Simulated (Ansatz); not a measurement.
SnTeO₃:
```
SnTeO3
1.0
    3.24502     1.87351     4.54898
   -3.24502     1.87351     4.54898
    0.00000    -3.74703     4.54898
Sn Te O
2 2 6
Cartesian
  0.00000   0.00000   7.24282
  0.00000   0.00000   0.41935
  0.00000   0.00000  11.06662
  0.00000   0.00000   4.24315
  0.78124  -1.31224   5.39254
  0.74582   1.33269   5.39254
 -1.52705  -0.02045   5.39254
 -1.71797  -1.89396   7.66703
 -0.78124   2.43478   7.66703
  2.49920  -0.54082   7.66703
```

Plane-wave PAW r²SCAN (Ansatz code) gives a gap of 2.69 eV without spin–orbit coupling, maximum at Γ, minimum on the S2–F line, 10 % of the way from S2.

**Question.** What happens when spin–orbit coupling is switched on?

**Answer.** The gap shrinks by 0.07 eV, to 2.62 eV; maximum on the L–Γ line, 98 % of the way from L, minimum at S0.

Space group R3c. The start of the workflow was typed in or built on a structure type; neither database checked (COD, Materials Project) lists it. Its standing as an ambient phase is unchecked. The r²SCAN relaxation kept the symmetry of its start; its stability against distortions is not shown here. The volume moved by 26 % from the start of the relaxation.

Potentials: the later of the program's two PAW sets.
